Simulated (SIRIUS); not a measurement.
Set-up for a self-consistent single point of W (C2/m, 1 atom in the cell; from Materials Project mp-91, changed as shown).

```
W
1.0
   -1.60101     1.60101     1.60101
    1.58516    -1.58516     1.58516
    1.58516     1.58516    -1.58516
W
1
Direct
  0.00000   0.00000   0.00000
```

All values come from this method and carry its errors: PBEsol, GBRV PBEsol ultrasoft pseudopotentials (plane waves; SIRIUS).

SIRIUS settings:

```
key                                                                      value
--------------------------------------  --------------------------------------
parameters.ngridk                                                     10 10 10
parameters.xc_functionals                 [XC_GGA_X_PBE_SOL, XC_GGA_C_PBE_SOL]
parameters.gk_cutoff                                              6.325 1/bohr
parameters.pw_cutoff                                             14.143 1/bohr
parameters.smearing                                                fermi_dirac
parameters.smearing_width                                        0.00367493 Ha
potentials                              GBRV PBEsol ultrasoft pseudopotentials
parameters.electronic_structure_method                         pseudopotential
parameters.num_bands                                                        11
parameters.num_mag_dims                                                      0
parameters.num_dft_iter                                                    100
parameters.energy_tol                                                 1e-07 Ha
parameters.density_tol                                                   1e-06
mixer.type                                                            broyden2
mixer.beta                                                                 0.7
mixer.use_hartree                                                        false
```

Results:

- Number of valence electrons = 14
- Number of bands = 11
- Number of k-points after the program's reduction = 282
- Number of plane waves (most at a k-point) = 475
- Number of SCF iterations = 16
- FFT grid = 27 × 27 × 27
- Free energy E − TS = -2163.8567 eV
- Fermi level (on the code's own zero) = 22.23 eV
- Pressure = -10.78 GPa

Stress (GPa, positive for compression):
```
 -9.73    0.64    0.64
  0.64  -11.30   -1.27
  0.64   -1.27  -11.30
```

For comparison: a first run was changed to give this one (lattice vector a scaled by 1.01), and from it to this one the free energy goes up by 6.6 meV/atom and the pressure goes from -7.83 to -10.78 GPa.

The structure comes from a collection of computed structures, made at another level of theory; the collection holds predicted forms beside known ones. No clean gap shows at this smearing width and mesh (spacing up to 0.28 Å⁻¹); the mesh is coarse for partly filled bands, so the values carry mesh errors.

Cost on one core: about 22 core-seconds (a rough figure).
